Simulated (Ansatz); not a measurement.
PtC:
```cif
data_CPt
_chemical_formula_sum 'Pt1 C1'
_space_group_name_H-M_alt 'P-6m2'
_space_group_IT_number 187
_space_group_name_Hall 'P -6 2'
_cell_length_a 3.00440
_cell_length_b 3.00440
_cell_length_c 2.86427
_cell_angle_alpha 90.000
_cell_angle_beta 90.000
_cell_angle_gamma 120.000
loop_
_atom_site_label
_atom_site_type_symbol
_atom_site_symmetry_multiplicity
_atom_site_Wyckoff_symbol
_atom_site_fract_x
_atom_site_fract_y
_atom_site_fract_z
_atom_site_occupancy
Pt1 Pt 1 a 0.00000 0.00000 0.00000 1
C1 C 1 d 0.33333 0.66667 0.50000 1
```

Relaxed at zero pressure with plane-wave PAW r²SCAN (Ansatz code).

### Question
The volume is lowered by 6 % and shape and atoms relax at that volume. What pressure results, and how do the axes share the change?

### Answer
18.8 GPa; a -2.4 %, b -2.4 %, c -1.3 %; the energy rises by 37 meV/atom.

### Question
Give the new structure.

### Answer

Space group P-6m2 (No. 187); a = b = 2.9315 Å, c = 2.8280 Å, α = β = 90.00°, γ = 120.00°

```json
[
 {"atom": "Pt", "site": "1a", "symmetry": "-6m2", "x": "0.0000", "y": "0.0000", "z": "0.0000"},
 {"atom": "C", "site": "1d", "symmetry": "-6m2", "x": "0.3333", "y": "0.6667", "z": "0.5000"}
]
```

The phase is kept; no other phase was compared at this pressure.

The start of the workflow was typed in or built on a structure type; neither database checked (COD, Materials Project) lists it. Whether it is the stable phase at ambient conditions was not checked. Symmetry was held in the r²SCAN relaxation; whether a distortion lowers the energy is not shown. The run is not spin-polarised. Its formation energy is positive at this level, so the cell may be metastable or incomplete. Spin–orbit coupling is left out wherever it is not named.

Potentials: the earlier of the program's two PAW sets.
